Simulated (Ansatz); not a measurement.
La$_{3}$Ni$_{2}$O$_{7}$:
```xyz
12
Lattice="-1.9223 1.9223 10.1153 1.9223 -1.9223 10.1153 1.9223 1.9223 -10.1153" Properties=species:S:1:pos:R:3 pbc="T T T"
Ni     0.0000     0.0000    18.2454
O      0.0000     1.9223     8.1494
O      1.9223     0.0000     8.1494
La     0.0000     0.0000    10.1153
O      0.0000     0.0000     0.0000
Ni     0.0000     0.0000     1.9853
O      1.9223     0.0000     1.9660
O      0.0000     1.9223     1.9660
La     0.0000     0.0000     6.5009
O      0.0000     0.0000    16.1122
La     0.0000     0.0000    13.7298
O      0.0000     0.0000     4.1185
```
The run is spin-polarised; directions of the spins, atom by atom: ↑ 0 0 0 0 ↑ 0 0 0 0 0 0.

Relaxed with r²SCAN.

Problem. Which orbitals make up the states near the Fermi level in DFT-r²SCAN in the program Ansatz with PAW potentials?

Solution. Within 0.5 eV of the Fermi level: O 2p 58 %, Ni 3d 36 %. Projections are on Löwdin-orthogonalised atomic valence shells; empty p or d shells of many metals are not among them.

Problem. Tabulate the density of states.

Solution. States/eV per cell of 12 atoms, in 0.25 eV bins, energy from the Fermi level.

| E (eV) | total | La 4f | O 2p | Ni 3d |
|---|---|---|---|---|
| -7.85 | 0.69 | 0.01 | 0.46 | 0.07 |
| -7.60 | 1.38 | 0.02 | 0.90 | 0.21 |
| -7.35 | 2.87 | 0.03 | 1.72 | 0.69 |
| -7.10 | 2.23 | 0.02 | 1.42 | 0.43 |
| -6.85 | 3.17 | 0.02 | 1.85 | 0.90 |
| -6.60 | 3.13 | 0.02 | 1.96 | 0.73 |
| -6.35 | 5.07 | 0.03 | 2.90 | 1.53 |
| -6.10 | 6.56 | 0.04 | 3.57 | 2.20 |
| -5.85 | 6.11 | 0.05 | 3.86 | 1.29 |
| -5.60 | 8.90 | 0.09 | 5.81 | 1.69 |
| -5.35 | 12.50 | 0.11 | 8.11 | 2.84 |
| -5.10 | 12.26 | 0.09 | 7.30 | 3.30 |
| -4.85 | 11.04 | 0.10 | 6.28 | 3.20 |
| -4.60 | 8.60 | 0.09 | 5.05 | 2.30 |
| -4.35 | 6.26 | 0.09 | 3.85 | 1.55 |
| -4.10 | 8.63 | 0.13 | 5.63 | 1.51 |
| -3.85 | 13.49 | 0.22 | 9.57 | 1.47 |
| -3.60 | 9.39 | 0.21 | 6.61 | 1.44 |
| -3.35 | 9.27 | 0.27 | 6.77 | 1.34 |
| -3.10 | 11.53 | 0.35 | 8.68 | 1.59 |
| -2.85 | 11.60 | 0.32 | 8.67 | 1.84 |
| -2.60 | 9.69 | 0.21 | 6.63 | 2.19 |
| -2.35 | 11.66 | 0.22 | 7.67 | 3.01 |
| -2.10 | 10.89 | 0.13 | 4.66 | 5.48 |
| -1.85 | 12.19 | 0.13 | 4.99 | 6.42 |
| -1.60 | 9.90 | 0.10 | 3.60 | 5.72 |
| -1.35 | 10.56 | 0.11 | 3.49 | 6.46 |
| -1.10 | 3.82 | 0.03 | 1.33 | 2.28 |
| -0.85 | 1.09 | 0.01 | 0.56 | 0.45 |
| -0.60 | 1.28 | 0.01 | 0.69 | 0.49 |
| -0.35 | 1.10 | 0.01 | 0.62 | 0.40 |
| -0.10 | 1.20 | 0.01 | 0.70 | 0.43 |
| 0.15 | 1.13 | 0.02 | 0.67 | 0.40 |
| 0.40 | 1.30 | 0.02 | 0.78 | 0.45 |
| 0.65 | 0.85 | 0.01 | 0.34 | 0.46 |
| 0.90 | 2.12 | 0.02 | 0.35 | 1.63 |
| 1.15 | 2.51 | 0.02 | 0.43 | 1.89 |
| 1.40 | 2.56 | 0.07 | 0.41 | 1.77 |
| 1.65 | 1.38 | 0.16 | 0.18 | 0.68 |
| 1.90 | 1.71 | 0.23 | 0.26 | 0.82 |
| 2.15 | 2.21 | 0.37 | 0.37 | 1.02 |
| 2.40 | 2.46 | 0.59 | 0.40 | 0.89 |
| 2.65 | 4.06 | 1.49 | 0.46 | 0.82 |
| 2.90 | 22.13 | 18.14 | 0.74 | 0.76 |
| 3.15 | 37.16 | 33.92 | 0.77 | 0.39 |
| 3.40 | 45.64 | 41.64 | 1.16 | 0.49 |
| 3.65 | 53.59 | 50.33 | 1.29 | 0.38 |

Space group I4/mmm. The start of the workflow was typed in or built on a structure type; neither database checked (COD, Materials Project) lists it. Its standing as an ambient phase is unchecked. Symmetry was held in the r²SCAN relaxation; whether a distortion lowers the energy is not shown. Magnetic state: ferromagnetic, the only order run, not a proven ground state. The program gave a warning on the electronic state, which may not be the lowest. No Hubbard U is applied. The compound may be a true metal, but semilocal functionals without U, or a wrong spin order, can also close a gap. Scalar-relativistic: spin–orbit coupling is off unless named, which matters more the heavier the elements.

Potentials: the earlier of the program's two PAW sets.
